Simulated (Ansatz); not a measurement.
Al2O3 in space group Cmc2_1 (No. 36; Al on 8b, O on 4a, O on 8b), the program Ansatz at the r²SCAN level (PAW). The conduction-band minimum lies at Γ, with 1 equivalent valley. Second derivatives d²E/dk² of the lowest band at one valley (eV·Å²), along Cartesian directions:

| direction | d²E/dk² |
|---|---|
| [100] | 15.60 |
| [010] | 17.06 |
| [001] | 17.98 |
| [110] | 16.33 |
| [101] | 16.79 |
| [011] | 17.52 |

**Question.** Find the principal effective masses, the density-of-states mass and the conductivity mass.

**Answer.** Off-diagonal terms follow from H_xy = H[110] − (H_xx + H_yy)/2, and m*/mₑ = 7.620 eV·Å² over each eigenvalue: 0.42, 0.45, 0.49. One valley's DOS mass (m₁m₂m₃)^(1/3) = 0.45, conductivity mass 3/(Σ 1/mᵢ) = 0.45 mₑ.

**Question.** What effective density of states Nc follows at 300 K for parabolic valleys?

**Answer.** Nc = 2.509e19 × 1 × (0.45)^(3/2) ≈ 7.6e18 cm⁻³.

**Question.** With the computed static dielectric constant 5.24 (mean of the diagonal), estimate a hydrogenic donor's binding energy and radius.

**Answer.** E = 13.606 eV × 0.45/5.24² ≈ 220 meV; a = 0.529 Å × ε/m* ≈ 6.2 Å. Semilocal masses tend to be too small when the gap is underestimated.

The workflow started from a Materials Project entry (that database holds measured and hypothetical structures alike); the Crystallography Open Database copy checked does not list it. It is not the phase usual at ambient conditions (space group No. 167). The cell was relaxed with r²SCAN under the symmetry of its start; whether a distortion lowers the energy is not shown.

Potentials: the later of the program's two PAW sets.
